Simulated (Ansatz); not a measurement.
Total density of states per atom from PBEsol (plane waves, PAW; program Ansatz), in 0.25 eV bins, energy from the valence-band maximum:

(E (eV), states/eV/atom): (-7.85, 0.00); (-7.60, 0.00); (-7.35, 0.00); (-7.10, 0.00); (-6.85, 0.02); (-6.60, 0.71); (-6.35, 0.93); (-6.10, 0.45); (-5.85, 0.32); (-5.60, 0.25); (-5.35, 0.21); (-5.10, 0.17); (-4.85, 0.15); (-4.60, 0.13); (-4.35, 0.11); (-4.10, 0.17); (-3.85, 0.59); (-3.60, 0.54); (-3.35, 0.52); (-3.10, 0.56); (-2.85, 0.67); (-2.60, 0.79); (-2.35, 0.74); (-2.10, 0.72); (-1.85, 0.69); (-1.60, 0.68); (-1.35, 0.66); (-1.10, 0.52); (-0.85, 0.33); (-0.60, 0.23); (-0.35, 0.14); (-0.10, 0.04); (0.15, 0.00); (0.40, 0.00); (0.65, 0.00); (0.90, 0.00); (1.15, 0.00); (1.40, 0.00); (1.65, 0.08); (1.90, 0.23); (2.15, 0.39); (2.40, 0.56); (2.65, 0.86); (2.90, 0.93); (3.15, 0.64); (3.40, 0.47); (3.65, 0.45); (3.90, 0.45); (4.15, 0.47); (4.40, 1.13); (4.65, 0.84); (4.90, 0.65); (5.15, 0.55); (5.40, 0.78); (5.65, 0.68); (5.90, 0.62); (6.15, 0.70)

Q: Which of these materials gives this?
(A) GaP, zinc blende
(B) BeS, zinc blende
(C) GaAs, rock salt
(D) Ga, P2_1/m (Ga on 2e)

A: A, GaP, zinc blende. Top 1 eV of the valence band: P 3p 78 %, Ga 4p 19 %. Bottom 1 eV of the conduction band: Ga 4p 32 %, Ga 4s 21 %, P 3p 19 %, P 3s 16 %, outside the projected shells 11 %. Projections are on Löwdin-orthogonalised atomic valence shells; empty p or d shells of many metals are not among them.

Space group F-43m (zinc blende). The PBEsol relaxation kept the symmetry of its start. Scalar-relativistic: spin–orbit coupling is off unless named, which matters more the heavier the elements.

Potentials: the earlier of the program's two PAW sets. The files were generated under PBE; for other functionals the program regenerates the frozen cores, and for LDA and PBEsol the local potential too.
